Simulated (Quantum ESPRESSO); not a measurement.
pw.x input (Quantum ESPRESSO 7.5; LDA, PseudoDojo standard norm-conserving files, scalar-relativistic):

```
&CONTROL
  calculation = 'scf'
  pseudo_dir = './pseudo'
  outdir = './out'
  tprnfor = .true.
  tstress = .true.
/
&SYSTEM
  ibrav = 0
  nat = 8
  ntyp = 3
  ecutwfc = 74.0
  ecutrho = 296.0
  occupations = 'smearing'
  smearing = 'fd'
  degauss = 0.002
  nbnd = 33
/
&ELECTRONS
  conv_thr = 8e-10
/
ATOMIC_SPECIES
Li 6.9400 Li.upf
S 32.0600 S.upf
Ta 180.9479 Ta.upf
CELL_PARAMETERS angstrom
  3.348609858000   0.000000000000   0.000000000000
 -1.674304929000   2.899981205000   0.000000000000
  0.000000000000   0.000000000000  12.888060000000
ATOMIC_POSITIONS crystal
Li   0.000000000000   0.000000000000   0.500000000000
Li   0.000000000000   0.000000000000   0.000000000000
S   0.666666667000   0.333333333000   0.627880000000
S   0.333333333000   0.666666667000   0.372120000000
S   0.333333333000   0.666666667000   0.127880000000
S   0.666666667000   0.333333333000   0.872120000000
Ta   0.000000000000   0.000000000000   0.750000000000
Ta   0.000000000000   0.000000000000   0.250000000000
K_POINTS automatic
9 9 2 0 0 0
```

End of the output:

```
     total energy              =    -378.40901776 Ry
     estimated scf accuracy    <       0.00000003 Ry
     total energy              =    -378.40901777 Ry
     estimated scf accuracy    <       0.00000007 Ry
     total energy              =    -378.40901779 Ry
     estimated scf accuracy    <          2.6E-09 Ry
[...]
     the Fermi energy is    11.4932 ev
!    total energy              =    -378.40901779 Ry
     estimated scf accuracy    <          4.7E-10 Ry
     smearing contrib. (-TS)   =      -0.00000000 Ry
     internal energy E=F+TS    =    -378.40901779 Ry
     The total energy is F=E-TS. E is the sum of the following terms:
     one-electron contribution =    -119.27439752 Ry
     hartree contribution      =      78.59520965 Ry
     xc contribution           =     -90.90937826 Ry
     ewald contribution        =    -246.82045165 Ry
     convergence has been achieved in  11 iterations
     Forces acting on atoms (cartesian axes, Ry/au):
     atom    1 type  1   force =     0.00000000    0.00000000   -0.00000000
     atom    2 type  1   force =    -0.00000000   -0.00000000    0.00000000
     atom    3 type  2   force =    -0.00000000    0.00000000    0.01675290
     atom    4 type  2   force =     0.00000000   -0.00000000   -0.01675290
     atom    5 type  2   force =     0.00000000    0.00000000    0.01675290
     atom    6 type  2   force =    -0.00000000   -0.00000000   -0.01675290
     atom    7 type  3   force =    -0.00000000   -0.00000000    0.00000000
     atom    8 type  3   force =    -0.00000000   -0.00000000    0.00000000
     Total force =     0.033506     Total SCF correction =     0.000069
     Computing stress (Cartesian axis) and pressure
          total   stress  (Ry/bohr**3)                   (kbar)     P=      -64.94
  -0.00044195  -0.00000000   0.00000000          -65.01       -0.00        0.00
  -0.00000000  -0.00044195   0.00000000           -0.00      -65.01        0.00
   0.00000000   0.00000000  -0.00044037            0.00        0.00      -64.78
```
In a gapped system the printed Fermi energy is only some level inside the gap.

Spin-orbit coupling is not included.

Geometry of the Materials Project entry, not relaxed at this level.
